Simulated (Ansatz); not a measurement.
Input:

Al:
```cif
data_Al7
_chemical_formula_sum 'Al7'
_space_group_name_H-M_alt 'P 1'
_space_group_IT_number 1
_cell_length_a 5.21770
_cell_length_b 5.21770
_cell_length_c 5.02427
_cell_angle_alpha 90.000
_cell_angle_beta 90.000
_cell_angle_gamma 120.000
loop_
_space_group_symop_operation_xyz
  'x, y, z'
loop_
_atom_site_label
_atom_site_type_symbol
_atom_site_fract_x
_atom_site_fract_y
_atom_site_fract_z
_atom_site_occupancy
Al1 Al 0.00000 0.00000 0.25363 1
Al2 Al 0.00000 0.00000 0.74637 1
Al3 Al 0.33333 0.66667 0.50000 1
Al4 Al 0.66667 0.33333 0.50000 1
Al5 Al 0.00000 0.50000 0.00000 1
Al6 Al 0.50000 0.00000 0.00000 1
Al7 Al 0.50000 0.50000 0.00000 1
```

This is the PBEsol-relaxed structure.

**Question.** All from PBEsol in the plane-wave PAW code Ansatz, unless another level is named. Predict the highest zone-centre frequency.

**Answer.** 480 cm⁻¹.

**Question.** What about the bulk modulus (Birch–Murnaghan fit)?

**Answer.** 73.9 GPa.

Space group P6/mmm. The start of the workflow was typed in or built on a structure type; neither database checked (COD, Materials Project) lists it. It is not the phase usual at ambient conditions (space group No. 225). Symmetry was held in the PBEsol relaxation. At this level the phase is mechanically unstable. As this level gives no gap, phonon frequencies hold no LO–TO term and depend on the k-mesh and smearing (Fermi–Dirac, 0.1 eV here). On the denser mesh and wider smearing of the elastic run this cell carries a stress of 0.9 GPa.

Potentials: the later of the program's two PAW sets.
